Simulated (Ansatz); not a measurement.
LiVO$_{2}$:
```
LiVO2
1.0
    1.45885     0.84227     4.82722
   -1.45885     0.84227     4.82722
    0.00000    -1.68453     4.82722
V O Li
1 2 1
Direct
  0.50000   0.50000   0.50000
  0.24362   0.24362   0.24362
  0.75638   0.75638   0.75638
  0.00000   0.00000   0.00000
```
The run is spin-polarised; directions of the spins, atom by atom: ↑ 0 0 0.

Relaxed with r²SCAN. Special points in fractions of this cell's reciprocal vectors: Γ (0.000, 0.000, 0.000); T (0.500, 0.500, 0.500); H2 (0.813, 0.187, 0.500); H0 (0.500, -0.187, 0.187); L (0.500, 0.000, 0.000); S0 (0.343, -0.343, 0.000); S2 (0.657, 0.000, 0.343); F (0.500, 0.000, 0.500).

### Question
List the band energies nearest the valence-band maximum at these points for r²SCAN in the plane-wave PAW code Ansatz.

### Answer
In eV from the valence-band maximum; about four levels below and three above (degenerate sets whole), none deeper than 8.9 eV; points with the same levels are listed once.

```csv
k,below,above
Γ ↑,-3.30 -3.30 -1.31 -1.31,0.41 3.26 3.26
T ↑,-3.39 -3.39 -1.30 -1.30,0.45 3.25 3.25
H2 ↑,-4.99 -4.54 -0.20 -0.19,0.20 3.19 3.23
L ↑,-4.59 -4.16 -1.20 0.00,0.72 3.25 3.26
S0 ↑,-5.05 -4.60 -0.21 -0.09,0.15 3.19 3.26
F ↑,-4.49 -4.46 -1.56 0.00,0.72 3.45 3.64
Γ ↓,-5.41 -5.41 -3.41 -3.22 -3.22,2.01 2.20 2.20
T ↓,-5.35 -5.35 -5.01 -3.31 -3.31,1.97 2.21 2.21
H2 ↓,-6.06 -5.61 -4.80 -4.38,1.77 2.90 3.15
L ↓,-5.94 -5.42 -4.48 -4.04,1.09 3.15 3.54
S0 ↓,-6.17 -5.55 -4.86 -4.43,1.80 3.00 3.07
F ↓,-5.18 -4.84 -4.41 -4.35,0.73 3.14 3.57
```

Space group R-3m. The workflow started from an entry of the Crystallography Open Database (COD). Whether it is the stable phase at ambient conditions was not checked. The r²SCAN relaxation kept the symmetry of its start; whether a distortion lowers the energy is not shown. Magnetic state: ferromagnetic, the only order run, not a proven ground state. The cell computed holds one magnetic atom, so no antiferromagnetic order was within reach. Other orbital occupations within this spin state were not tried. No Hubbard U is applied.

Potentials: the later of the program's two PAW sets.
